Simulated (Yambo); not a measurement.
G0W0@LDA for NH₄Br (space group P-43m, No. 215) in Yambo. Reference settings: 4×4×4 Γ-centred k mesh, 141 bands and a 10 Ry block in the screening, 141 bands in G with the Bruneval-Gonze terminator, plasmon pole fitted at 27.2 eV. The LDA gap M → Γ on this mesh is 3.94 eV; G0W0 gaps are taken between the same points.

Gap (M → Γ) in eV against the number of bands and the screening block, terminator on:

| bands (W and G) | 2 Ry | 4 Ry | 6 Ry | 8 Ry | 10 Ry |
|---|---|---|---|---|---|
| 27 | 6.244 | 6.389 | 6.430 | 6.459 | 6.475 |
| 45 | 6.125 | 6.320 | 6.378 | 6.422 | 6.448 |
| 73 | 6.091 | 6.322 | 6.396 | 6.455 | 6.490 |
| 106 | 6.082 | 6.328 | 6.415 | 6.485 | 6.527 |
| 141 | 6.079 | 6.331 | 6.425 | 6.503 | 6.551 |

Rough cost of the Yambo step against the reference (shared machines):

```tsv
bands (W and G)	2 Ry	4 Ry	6 Ry	8 Ry	10 Ry
27	1/10	1/10	1/8	1/8	1/5
45	1/7	1/7	1/5	1/4	1/3
73	1/4	1/3	1/3	1/3	1/2
106	1/4	1/4	1/3	1/2	~1
141	1/2	1/2	~1	~1	1
```

At the largest block the last step in bands moves the gap by 0.024 eV; at the most bands the last step in the block moves it by 0.048 eV.

Spin-orbit splittings are left out.

Geometry of the Materials Project entry, not relaxed at this level; primitive cell a = 4.000 Å, b = 4.000 Å, c = 4.000 Å, α = 90.00°, β = 90.00°, γ = 90.00°.
